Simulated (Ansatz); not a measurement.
Given:

GePdS3:
```yaml
crystal:
  lattice:
    - [7.31539, 1.73502, 0.00000]
    - [-7.31539, 1.73502, 0.00000]
    - [-2.64474, 0.00000, 9.00596]
  atoms:
    - { symbol: Ge, position: [0.08389, 0.91611, 0.29732] }
    - { symbol: Ge, position: [0.91611, 0.08389, 0.70268] }
    - { symbol: Pd, position: [0.38937, 0.61063, 0.03012] }
    - { symbol: Pd, position: [0.61063, 0.38937, 0.96988] }
    - { symbol: S, position: [0.62688, 0.37312, 0.45126] }
    - { symbol: S, position: [0.37312, 0.62688, 0.54874] }
    - { symbol: S, position: [0.17204, 0.82796, 0.13718] }
    - { symbol: S, position: [0.82796, 0.17204, 0.86282] }
    - { symbol: S, position: [0.92536, 0.07464, 0.20411] }
    - { symbol: S, position: [0.07464, 0.92536, 0.79589] }
```

This is the r²SCAN-relaxed structure. x, y and z are the axes in which the lattice vectors are written.

### Question
All from plane-wave PAW r²SCAN (Ansatz code), unless another level is named. Give the smallest direct gap on the standard path.

### Answer
1.86 eV.

### Question
Give the formation energy from the elements (no fitted shifts).

### Answer
-0.44 eV/atom.

### Question
And the band gap?

### Answer
1.49 eV (indirect).

### Question
Give the valence-band maximum.

### Answer
off the standard path, at k = (0.130, -0.130, 0.422).

Space group C2/m. The workflow started from a Materials Project entry (that database holds measured and hypothetical structures alike); the Crystallography Open Database copy checked does not list it. Its standing as an ambient phase is unchecked. The cell was relaxed with r²SCAN under the symmetry of its start; whether a distortion lowers the energy is not shown. The run is not spin-polarised. A crystal of weakly bound chains computed without a dispersion correction: the cell and the soft elastic constants depend strongly on that. The references are the lowest solids computed at this level, not always the standard phases. Spin–orbit coupling is left out wherever it is not named.

Potentials: the later of the program's two PAW sets.
